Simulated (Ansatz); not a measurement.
PbSe:
```yaml
crystal:
  lattice:
    - [0.00000, 3.08875, 3.08875]
    - [3.08875, 0.00000, 3.08875]
    - [3.08875, 3.08875, 0.00000]
  atoms:
    - { symbol: Pb, position: [0.50000, 0.50000, 0.50000] }
    - { symbol: Se, position: [0.00000, 0.00000, 0.00000] }
```

Relaxed with r²SCAN. Special points in fractions of this cell's reciprocal vectors: Γ (0.000, 0.000, 0.000); X (0.500, 0.000, 0.500); U (0.625, 0.250, 0.625); K (0.375, 0.375, 0.750); L (0.500, 0.500, 0.500); W (0.500, 0.250, 0.750).

**Question.** List the band energies nearest the valence-band maximum at these points for plane-wave PAW r²SCAN (Ansatz code).

**Answer.** In eV from the valence-band maximum; about four levels below and three above (degenerate sets whole), none deeper than 8.9 eV; points with the same levels are listed once.

```json
[
 {"k": "Γ", "below": "-6.37 -1.89 -1.89 -1.89", "above": "4.99 4.99 4.99"},
 {"k": "X", "below": "-7.47 -4.91 -3.20 -3.20", "above": "4.15 5.90 5.90"},
 {"k": "U", "below": "-8.12 -4.51 -2.70 -2.34", "above": "3.70 4.28 5.76"},
 {"k": "L", "below": "-8.88 -1.49 -1.49 0.00", "above": "0.66 1.99 1.99"},
 {"k": "W", "below": "-8.10 -4.17 -4.17 -0.81", "above": "2.20 5.30 5.30"}
]
```

Space group Fm-3m (rock salt). The cell was relaxed with r²SCAN under the symmetry of its start. The volume moved by -16 % from the start of the relaxation. Spin–orbit coupling is left out wherever it is not named.

Potentials: the later of the program's two PAW sets.
